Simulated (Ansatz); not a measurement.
**Run times of several calculations on GePt**

Cell: 8 atoms, space group Pnma, a = 5.732 Å, b = 3.701 Å, c = 6.088 Å, α = 90.00°, β = 90.00°, γ = 90.00°.

All runs are DFT with Ansatz 0.2.0 on 1 thread of Intel Xeon 6975P-C (Granite Rapids) (x86_64; 16 cores open to the job, memory cap 3.0 GiB, no GPU), a shared host.

Task: Rank the runs by wall time, shortest first.
A. relaxation of the ions, PBE, 420 eV, 8×13×8 k-points, smearing 0.05 eV
B. single point at relaxed positions, r2SCAN, 500 eV, 8×13×8 k-points, smearing 0.05 eV
C. single point at relaxed positions, LDA, 420 eV, 8×13×8 k-points, smearing 0.05 eV
D. single point, PBE, 420 eV, 8×12×7 k-points, smearing 0.02 eV
E. single point at relaxed positions, PBE with spin–orbit coupling, 420 eV, 8×13×8 k-points, smearing 0.05 eV

Result: D (49 s, 1.1 GiB), C (76 s, 1.2 GiB), B (2 min, 1.6 GiB), A (2.9 min, 1.6 GiB), E (20 min, 3 GiB).
